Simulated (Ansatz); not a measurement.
## Ge₃Pd: start and end of a relaxation

The cell of Ge₃Pd is invented: random cell by space group and Wyckoff sites (P-62m, No. 189). Lengths were set from tabulated atomic sizes, so they are only a guess.

start.xyz

```xyz
4
Lattice="3.7385 0.0000 0.0000 -1.8693 3.2376 0.0000 0.0000 0.0000 6.2026" Properties=species:S:1:pos:R:3 pbc="T T T"
Ge    1.1049    0.0000    3.1013
Ge   -0.5524    0.9568    3.1013
Ge    1.3168    2.2808    3.1013
Pd    0.0000    0.0000    0.0000
```

The calculation used DFT PBE, scalar-relativistic, plane waves, PAW in Ansatz. Cutoff 420 eV, Gaussian smearing, Γ-centred meshes. Cell and atoms relax first on a coarse mesh and then on a finer one. In between, the cell is made exact in the group found at 0.06 Å. In metals the finer mesh still leaves noise of several meV/atom or more. The steps can't lower the symmetry of their start. No spin polarisation in the relaxation; trial moments died out in a coarse test.

end.xyz

```xyz
4
Lattice="5.4860 0.0000 0.0000 -2.7430 4.7510 0.0000 0.0000 0.0000 2.8652" Properties=species:S:1:pos:R:3 pbc="T T T"
Ge    2.1959    0.0000    1.4326
Ge   -1.0979    1.9017    1.4326
Ge    1.6450    2.8493    1.4326
Pd    0.0000    0.0000    0.0000
```

The symmetry stays P-62m (No. 189). The volume per atom shrinks by 0.5 %, from 18.8 to 18.7 Å³. The shortest distance goes from 1.91 Å (Ge–Ge) to 2.62 Å (Ge–Pd). The ratio c/a of the conventional cell changes by a factor of 0.31. The energy falls by about 4.0 eV/atom (the start's value is from the coarse mesh).

For Ge₃Pd, the volume per atom is 18.67 Å³. The density is 7.21 g/cm³ and the energy over the elements is +0.03 eV/atom. The gap on the 12×12×16 mesh of the 4-atom cell is 0 eV (a metal).

Energies over the elements count from the elements' standard structures at the same level, with no fitted energy shifts. The separate elements lie lower, so it is unstable against them.

The last run used Gaussian smearing of 0.10 eV. For metals, differences of a few meV/atom aren't resolved. Symmetry constrained the relaxation, so the result can be a saddle point. In all, the 4 runs took 7 min on 1 thread of Arm Neoverse V1, on a shared host.
